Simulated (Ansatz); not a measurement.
Cu3N (Fm-3m), relaxed with HSE06 (Ansatz, a quantum-chemistry and plane-wave program, plane waves, PAW): a = b = c = 5.530 Å, α = β = γ = 90.00°.

| Item | Value |
|---|---|
| B₀ by P(V) fit (GPa) | 146 |

Task: The same phase is relaxed and computed with PBE in the same code. What are the cell and these values now?

Result: a = b = c = 5.579 Å, α = β = γ = 90.00°.

- B₀ by P(V) fit (GPa): 145

Constructed cells (a structure type filled with these elements, in neither database checked): Cu3N, Fm-3m (N on 4a, Cu on 4b, Cu on 8c). All cells were relaxed under the symmetry of their starts (and spin orders); stability against distortions was not tested throughout. Rows with no word on spin ran without spin polarisation.

Potentials: the later of the program's two PAW sets.

Ansatz is a plane-wave DFT program.
